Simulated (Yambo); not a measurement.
```
K2S3
1.0
    3.64017    -5.04631     0.00000
    3.64017     5.04631     0.00000
    0.00000     0.00000     7.41468
S K
6 4
Direct
  0.38687   0.07227   0.50130
  0.61313   0.92773   0.00130
  0.92773   0.61313   0.50130
  0.07227   0.38687   0.00130
  0.79920   0.20080   0.84370
  0.20080   0.79920   0.34370
  0.41910   0.58090   0.65699
  0.58090   0.41910   0.15699
  0.89420   0.10580   0.38741
  0.10580   0.89420   0.88741
```

K₂S₃ (space group Cmc2_1, No. 36): mean Im ε in 1 eV windows above the direct gap of 2.98 eV, for different electron-hole kernels (Yambo, broadening 0.15 eV, PBEsol (Quantum ESPRESSO, PseudoDojo norm-conserving, 74 Ry, without SOC) bands; 4×4×2 mesh, 14 valence and 20 conduction bands, static screening with 137 bands and a 3 Ry block, scissor 1.68 eV, Tamm-Dancoff; field along x).

| window (eV) | independent quasiparticles | RPA (no attraction) | BSE |
|---|---|---|---|
| 3.0 to 4.0 | 1.4 | 1.2 | 3.7 |
| 4.0 to 5.0 | 3.3 | 2.6 | 5.1 |
| 5.0 to 6.0 | 5.2 | 2.9 | 3.3 |
| 6.0 to 7.0 | 4.6 | 2.8 | 4.6 |
| 7.0 to 8.0 | 4.7 | 3.1 | 5.2 |
| 8.0 to 9.0 | 7.1 | 3.8 | 3.3 |

This run doesn't resolve bound excitons or single peaks, so only averages are given, and they too depend on the mesh; weight that the attraction moves below the gap isn't listed. All transitions below 9.35 eV are in the band window. The scissor comes from a G0W0 run whose convergence isn't established.

Geometry of the Materials Project entry, not relaxed at this level.
